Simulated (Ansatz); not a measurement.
GaSe (beta-GaS type, space group P6_3/mmc)

```
CELL_PARAMETERS angstrom
      3.76901     0.00000     0.00000
     -1.88451     3.26406     0.00000
      0.00000     0.00000    15.95971
ATOMIC_POSITIONS crystal
  Ga 0.33333 0.66667 0.17345
  Ga 0.66667 0.33333 0.67345
  Ga 0.66667 0.33333 0.82655
  Ga 0.33333 0.66667 0.32655
  Se 0.33333 0.66667 0.59959
  Se 0.66667 0.33333 0.09959
  Se 0.66667 0.33333 0.40041
  Se 0.33333 0.66667 0.90041
```

The slice is a (0001) plane (indices of the conventional cell) through the point (0.667, 0.333, 0.827) (fractional), spanned by u = [110] and v = [1 -1 0] in vectors of this cell: u (3.77 Å) and v (6.53 Å, at 90° to u). It covers one period; positions are fractions (u, v).

Level of theory: PBE-D3(BJ) (plane waves to 420 eV, PAW, scalar-relativistic; Ansatz, an electronic-structure program). k mesh 10×10×2. Inside the PAW spheres the values are not all-electron values, and peaks at nuclei hang on which shells count as valence. GaSe was relaxed with its symmetry unable to fall.

Question: Sketch the electron localisation function (ELF) on this plane as a map.

Answer: 
```
|xxx2333333333332xx|
|xx133332111233331x|
|223333210001233332|
|333333100000133333|
|444432100000123444|
|776542100000124567|
|998753100000135789|
|999764211111246799|
|999875322222357899|
|999986433333468999|
|999986433333468999|
|999985333333358999|
|999964332223346999|
|88875431xxx1345788|
|7776432xxxxx234677|
|5554332xxxxx233455|
|3333332xxxxx233333|
|11233331xxx1333321|
|001233332223333210|
|000133333333333100|
|000123444444432100|
|000124567776542100|
|000135789998753100|
|111246799999764211|
|222357899999875322|
|333468999999986433|
|333468999999986433|
|333358999999985333|
|223346999999964332|
|xx134578888875431x|
|xxx2346777776432xx|
|xxx2334555554332xx|
```
Scale: ten equal steps from 0.02 (start of '0') to 0.63 (end of '9'), in the order '0123456789'. Values: electron localisation function (ELF). The map has 18 points along u (one character each, u = 0 at the left) and 32 along v (v = 0 in the bottom row). Points within 0.5 Å of a nucleus are blanked (x), as the pseudised field means little there.
